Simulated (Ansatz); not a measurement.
## MnSi: from a starting cell to a relaxed one

The start is a randomly generated symmetric cell of MnSi (space group No. 123). A full variable-cell relaxation at zero pressure is run with PBE (plane waves to 420 eV, PAW, scalar-relativistic; Ansatz, a program for electronic structure). The first steps use a coarse 7×7×10 k-mesh.

Starting cell:
```yaml
crystal:
  lattice:
    - [3.56227, 0.00000, 0.00000]
    - [0.00000, 3.56227, 0.00000]
    - [0.00000, 0.00000, 2.34748]
  atoms:
    - { symbol: Mn, position: [0.50000, 0.50000, 0.00000] }
    - { symbol: Si, position: [0.00000, 0.00000, 0.00000] }
```
Spin-polarised start, with parallel moments on Mn.

- Initial pressure = +4 GPa (positive: the cell is compressed)
- Energy released = 0.21 eV/atom
- Shortest distances (start → end) = The closest pairs of elements (up to four, under 3.6 Å), start → end: Mn–Mn 2.35 → 2.69 Å; Si–Si 2.35 → 2.69 Å; Mn–Si 2.52 → 2.37 Å
- Band gap at the end = zero (metallic)
- Moments at the end = net 1.29 μB/atom, ferromagnetic
- Optimiser moves = 10

The end point of the relaxation:

```cif
data_MnSi
_chemical_formula_sum 'Mn1 Si1'
_space_group_name_H-M_alt 'P4/mmm'
_space_group_IT_number 123
_space_group_name_Hall '-P 4 2'
_cell_length_a 3.35519
_cell_length_b 3.35519
_cell_length_c 2.68896
_cell_angle_alpha 90.000
_cell_angle_beta 90.000
_cell_angle_gamma 90.000
loop_
_atom_site_label
_atom_site_type_symbol
_atom_site_symmetry_multiplicity
_atom_site_Wyckoff_symbol
_atom_site_fract_x
_atom_site_fract_y
_atom_site_fract_z
_atom_site_occupancy
Mn1 Mn 1 c 0.50000 0.50000 0.00000 1
Si1 Si 1 a 0.00000 0.00000 0.00000 1
```

Final values are on a 14×14×17 k-mesh of the relaxed cell. Spin state reached: ferromagnetic (net 1.29 μB/atom), from parallel starting moments; other spin orders were not run from this start.

The run could not lose the symmetry of its start: the end is stationary, and may be a saddle point rather than a minimum.

All atoms sit on sites fixed by symmetry, so only the cell could relax.

The relaxed structure here is a generated cell of MnSi: the first start was made by a random draw of sites in a space group, and the end was not matched to a known phase here, so it may be hypothetical. Known forms of MnSi include space group No. 198.
